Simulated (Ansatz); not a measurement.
AlP:
```
AlP
1.0
    3.60408     0.00000     0.00000
   -1.80204     3.12123     0.00000
    0.00000     0.00000     5.77717
Al P
2 2
Cartesian
  0.00000   0.00000   0.00000
  0.00000   0.00000   2.88859
  0.00000   2.08082   1.44429
  1.80204   1.04041   4.33288
```

Relaxed with PBE. Special points in fractions of this cell's reciprocal vectors: Γ (0.000, 0.000, 0.000); M (0.500, 0.000, 0.000); K (0.333, 0.333, 0.000); A (0.000, 0.000, 0.500); L (0.500, 0.000, 0.500); H (0.333, 0.333, 0.500).

**Question.** List the band energies nearest the Fermi level at these points for PBE in the plane-wave PAW code Ansatz.

**Answer.** In eV from the Fermi level; about four levels below and three above (degenerate sets whole), none deeper than 8.9 eV; points with the same levels are listed once.

| k | below | above |
|---|---|---|
| Γ | -0.48 -0.48 -0.23 -0.23 | 0.58 2.66 2.97 |
| M | -4.25 -3.41 -2.74 -0.43 | 1.19 2.08 3.27 |
| K | -3.74 -3.74 -3.22 -3.22 -1.33 | 6.31 6.49 6.49 |
| A | -0.27 -0.27 -0.27 -0.27 | 3.03 3.03 4.21 4.21 4.21 4.21 |
| L | -1.93 -1.93 -1.91 -1.91 | 1.41 1.41 2.92 2.92 |
| H | -5.24 -5.24 -0.46 -0.46 | 2.55 2.55 3.04 3.04 |

Space group P6_3/mmc (NiAs type). The cell is a constructed one: a structure type filled with these elements; neither database checked (COD, Materials Project) lists it. It is not the phase usual at ambient conditions (space group No. 216). Symmetry was held in the PBE relaxation; its stability against distortions is not shown here.

Potentials: the later of the program's two PAW sets.
